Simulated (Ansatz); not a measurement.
Cu Kα1 powder pattern (kinematic, no thermal factors).
2θ (°) (relative intensity): 14.33 (2), 15.00 (7), 21.13 (2), 22.50 (5), 27.24 (5), 28.89 (1), 29.68 (44), 30.27 (100), 30.95 (100), 31.87 (28), 32.56 (5), 33.11 (18), 33.42 (11), 34.63 (1), 36.72 (28), 36.96 (2), 37.57 (6), 37.75 (14), 40.72 (29), 41.90 (6), 42.91 (29), 43.41 (30), 43.73 (33), 43.95 (37), 44.64 (28), 46.13 (5), 46.24 (4), 46.57 (1), 48.10 (2), 51.77 (4), 52.25 (4), 52.41 (6), 52.69 (2), 53.14 (4), 53.74 (13), 53.94 (16), 55.65 (5), 55.71 (1), 55.81 (4), 56.20 (1), 58.33 (2), 58.70 (7), 59.22 (1), 61.31 (2), 61.63 (14), 62.02 (8), 62.68 (3), 62.97 (10), 64.50 (11), 65.06 (3), 65.32 (2), 65.72 (2), 66.81 (10), 67.64 (9), 68.23 (3), 69.58 (10), 69.82 (1), 70.20 (17), 70.56 (18), 71.14 (4), 71.46 (1), 71.65 (6), 71.97 (7), 72.58 (6), 72.73 (6), 73.06 (8), 73.44 (2), 74.54 (1), 74.70 (1), 76.47 (2), 78.59 (11), 78.75 (13), 79.42 (2), 79.73 (4), 80.47 (3), 80.78 (5), 81.14 (5), 83.72 (2), 86.26 (1), 88.91 (6), 89.06 (2)

The pattern is computed from a structure relaxed with DFT PBE, scalar-relativistic, plane waves, PAW in Ansatz 0.2.0. No spin polarisation. Its elements are As, In, Sb.

Task: Give the structure.

Result: In3SbAs2.
Space group P2/m (No. 10). a = 6.556 Å, b = 3.007 Å, c = 8.276 Å, α = 90.00°, β = 109.63°, γ = 90.00°
| atom | site | symmetry | x | y | z |
| --- | --- | --- | --- | --- | --- |
| In | 2m | m | 0.6543 | 0.0000 | 0.6863 |
| In | 1b | 2/m | 0.0000 | 0.5000 | 0.0000 |
| Sb | 1c | 2/m | 0.0000 | 0.0000 | 0.5000 |
| As | 2m | m | 0.6713 | 0.0000 | 0.1556 |

A pattern alone doesn't exclude other cells with like lines; this is the one computed.

Another cell of In3SbAs2 relaxed alike, in P3m1, lies 279 meV/atom lower, so this cell isn't the stable form at this level.

The cell was found from a structure generator's guess, not taken from experiment.
